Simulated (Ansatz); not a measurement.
B2Ir in space group P6/mmm (No. 191; Ir on 1a, B on 2d) under volume change, r²SCAN in the plane-wave PAW code Ansatz, shape and atoms relaxed at each volume.

| V (Å³/atom) | E − E(relaxed) (meV/atom) | P (GPa) |
|---|---|---|
| 8.124 | 79.4 | 34.53 |
| 8.392 | [?] | [?] |
| 8.660 | 7.8 | 9.64 |
| 8.927 | 0.0 | -0.02 |
| 9.195 | 7.1 | -8.27 |
| 9.463 | 27.0 | -15.32 |
| 9.731 | [?] | [?] |

Task: Some entries are withheld; supply them.

Result: 
- 9.731, E − E(relaxed) (meV/atom): 57.7
- 9.731, P (GPa): -21.31
- 8.392, E − E(relaxed) (meV/atom): 33.2
- 8.392, P (GPa): 21.07

Task: What does a third-order Birch–Murnaghan fit give for V₀, B₀ and B′?

Result: V₀ = 8.93 Å³/atom, B₀ = 298 GPa, B′ = 4.4.

The cell is a constructed one: a structure type filled with these elements; neither database checked (COD, Materials Project) lists it. Its standing as an ambient phase is unchecked. Symmetry was held in the r²SCAN relaxation. At this level the phase is mechanically unstable. No spin polarisation was allowed. Spin–orbit coupling is left out wherever it is not named.

Potentials: the earlier of the program's two PAW sets.
